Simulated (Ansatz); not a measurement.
Zn (hcp, Mg type)

```
Zn
1.0
    2.64679     0.00000     0.00000
   -1.32339     2.29218     0.00000
    0.00000     0.00000     4.67938
Zn
2
Cartesian
  0.00000   1.52812   3.50953
  1.32339   0.76406   1.16984
```

Equation-of-state scan: isotropic scaling of the cell above, V₀ being its volume. Symmetry pins the atoms to their sites.

All values below come from r2SCAN (plane waves to 500 eV, PAW, scalar-relativistic; Ansatz, a program for electronic structure). k mesh 20×20×10 (Γ-centred), Fermi-Dirac smearing 0.05 eV. E stands for the smeared free energy. Compression counts positive. With the shape held, the modulus is that of even scaling; a crystal free to change shape is softer. Zn was relaxed with its symmetry unable to fall. The zero of ΔE is the relaxed starting cell. The last digit holds for this mesh only.

```csv
V (Å³/atom),ΔE (meV/atom)
11.924,151.1
12.378,89.8
12.832,47.1
13.286,19.5
13.740,4.6
14.195,0.0
14.649,4.0
15.103,withheld
15.557,31.6
16.012,52.9
16.466,77.7
```

Q: Fit a third-order Birch-Murnaghan form (E₀, V₀, B₀, B₀′ free) to the given rows and predict ΔE at V = 15.103.

A: Least squares on the 10 given rows: ΔE = E₀ + (9V₀B₀/16)·y²·[2 + (B₀′ − 4)y], y = (V₀/V)^(2/3) − 1, with V₀ = 14.197 Å³/atom, B₀ = 93.04 GPa (160.2 GPa = 1 eV/Å³; the term in eV is multiplied by 1000), B₀′ = 5.14, E₀ = 0.10 meV/atom; root-mean-square residual 0.10 meV/atom. At 15.103 the fit gives 14.9 meV/atom; the calculation gives 15.0 meV/atom, so the interpolation is off by -0.1 (-0.7 %). For the pressure the fit gives -4.9 GPa against the computed -4.9 GPa.

(A scan under strain: stresses follow from slopes of the energy per volume, elastic moduli from its curvatures.)
